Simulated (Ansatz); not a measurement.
Be (hcp, Mg type)

```xyz
4
Lattice="4.5294 0.0000 0.0000 -1.1324 1.9613 0.0000 0.0000 0.0000 3.5612" Properties=species:S:1:pos:R:3 pbc="T T T"
Be     0.0000     1.3075     2.6709
Be     2.2647     1.3075     2.6709
Be     1.1324     0.6538     0.8903
Be     3.3971     0.6538     0.8903
```

The atoms are displaced by Q × the pattern below (from a DFPT mode at M = (0.5, 0.0, 0.0), largest move 1; Q in Å), at fixed cell. (q is in reciprocal vectors of the primitive cell; the cell shown is doubled to hold the pattern.)

| atom | x | y | z |
|---|---|---|---|
| Be1 | -0.500 | 0.866 | 0.000 |
| Be2 | 0.500 | -0.866 | 0.000 |
| Be3 | -0.500 | 0.866 | 0.000 |
| Be4 | 0.500 | -0.866 | 0.000 |

Computed with PBE (plane waves to 420 eV, PAW, scalar-relativistic; Ansatz, a program for electronic structure). k mesh 23×23×13 (Γ-centred), Fermi-Dirac smearing 0.05 eV. E stands for the smeared free energy. With partly filled bands, energies and forces of such displacements shift with the k mesh and the smearing. Be was relaxed with its symmetry unable to fall. ΔE is measured from the undisplaced structure.

```json
[
 {"Q (Å)": "-0.180", "−dE/dQ from forces (eV/Å)": "3.452", "ΔE (meV/cell)": "…"},
 {"Q (Å)": "-0.150", "−dE/dQ from forces (eV/Å)": "2.992", "ΔE (meV/cell)": "234"},
 {"Q (Å)": "-0.120", "−dE/dQ from forces (eV/Å)": "2.469", "ΔE (meV/cell)": "152"},
 {"Q (Å)": "-0.090", "−dE/dQ from forces (eV/Å)": "1.895", "ΔE (meV/cell)": "87"},
 {"Q (Å)": "-0.060", "−dE/dQ from forces (eV/Å)": "1.284", "ΔE (meV/cell)": "…"},
 {"Q (Å)": "-0.030", "−dE/dQ from forces (eV/Å)": "0.648", "ΔE (meV/cell)": "10"},
 {"Q (Å)": "0.000", "−dE/dQ from forces (eV/Å)": "0.000", "ΔE (meV/cell)": "0"},
 {"Q (Å)": "0.030", "−dE/dQ from forces (eV/Å)": "-0.648", "ΔE (meV/cell)": "10"},
 {"Q (Å)": "0.060", "−dE/dQ from forces (eV/Å)": "-1.284", "ΔE (meV/cell)": "…"},
 {"Q (Å)": "0.090", "−dE/dQ from forces (eV/Å)": "-1.895", "ΔE (meV/cell)": "87"},
 {"Q (Å)": "0.120", "−dE/dQ from forces (eV/Å)": "-2.469", "ΔE (meV/cell)": "152"},
 {"Q (Å)": "0.150", "−dE/dQ from forces (eV/Å)": "-2.992", "ΔE (meV/cell)": "234"},
 {"Q (Å)": "0.180", "−dE/dQ from forces (eV/Å)": "-3.452", "ΔE (meV/cell)": "…"}
]
```

Problem. What belongs in the gaps?

Solution. 
- -0.180, ΔE (meV/cell): 331
- -0.060, ΔE (meV/cell): 39
- 0.060, ΔE (meV/cell): 39
- 0.180, ΔE (meV/cell): 331

(A displaced cell: forces are minus the slopes of the energy, force constants its curvatures, and phonons follow from these.)
